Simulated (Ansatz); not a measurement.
Stationary points along a deformation path in BN

The calculation used Ansatz 0.2.0, DFT PBE+D3(BJ), scalar-relativistic, plane waves, PAW. Settings: plane waves to 420 eV, k-mesh 12×12×4 (Γ-centred), Gaussian smearing 0.05 eV. No spin polarisation. Energies are free energies at this smearing, counted from the undisturbed cell; pressure is positive in compression.

The undisturbed cell (as given, not relaxed at this level; it stands at 0.6 GPa):

```xyz
4
Lattice="2.5040 0.0000 0.0000 -1.2520 2.1685 0.0000 0.0000 0.0000 6.6612" Properties=species:S:1:pos:R:3 pbc="T T T"
B     0.0000    1.4457    1.6653
B     1.2520    0.7228    4.9959
N     0.0000    1.4457    4.9959
N     1.2520    0.7228    1.6653
```

At fixed volume and fractional coordinates, lengths along (0.000, 0.000, 1.000) are scaled against those across it; ρ is that ratio over its starting value. V = 9.043 Å³/atom. Δσ is the stress along the axis less the mean stress across it (compression positive).

| ρ | ΔE (meV/atom) | Δσ (GPa) | space group |
| --- | --- | --- | --- |
| 0.800 | 309.4 | 70.21 | P6_3/mmc |
| 0.850 | 167.6 | 53.73 | P6_3/mmc |
| 0.920 | 44.0 | 28.71 | P6_3/mmc |
| 0.960 | 9.7 | 13.85 | P6_3/mmc |
| 1.000 | 0.0 | -1.26 | P6_3/mmc |
| 1.050 | 19.7 | -20.45 | P6_3/mmc |
| 1.100 | 72.4 | -39.99 | P6_3/mmc |
| 1.200 | 269.2 | -81.20 | P6_3/mmc |
| 1.300 | 570.8 | -119.42 | P6_3/mmc |

**Question.** How does the stress give the slope of the energy, and where is the energy stationary?

**Answer.** Along the path d ln(length) is 2/3 d ln ρ on the axis and −1/3 d ln ρ across it, so dE/d ln ρ = −(2/3) V Δσ: the energy falls with ρ where Δσ is positive. Δσ vanishes or changes sign between ρ = 0.960 and 1.000, a minimum (near 1.00 by linear interpolation). Pairs of stationary points between two samples would go unseen, and could change a minimum read from distant neighbours into a maximum.

**Question.** Integrate that slope from ρ = 1 to 1.200 by the trapezoid rule.

**Answer.** With V/N in Å³ and 1 eV/Å³ = 160.2 GPa the slopes at ρ = 1.000, 1.050, 1.100, 1.200 are 48, 769, 1504, 3055 meV/atom per unit of ln ρ. The steps add 19.9 + 52.9 + 198.4 = 271.2 meV/atom, against 269.2 from the energies; the trapezoid rule misses the curvature of the slope within each step.

Cost: 9 runs of about 0.35 core-minutes in all, on Intel Xeon Processor @ 2.70GHz (shared hosts).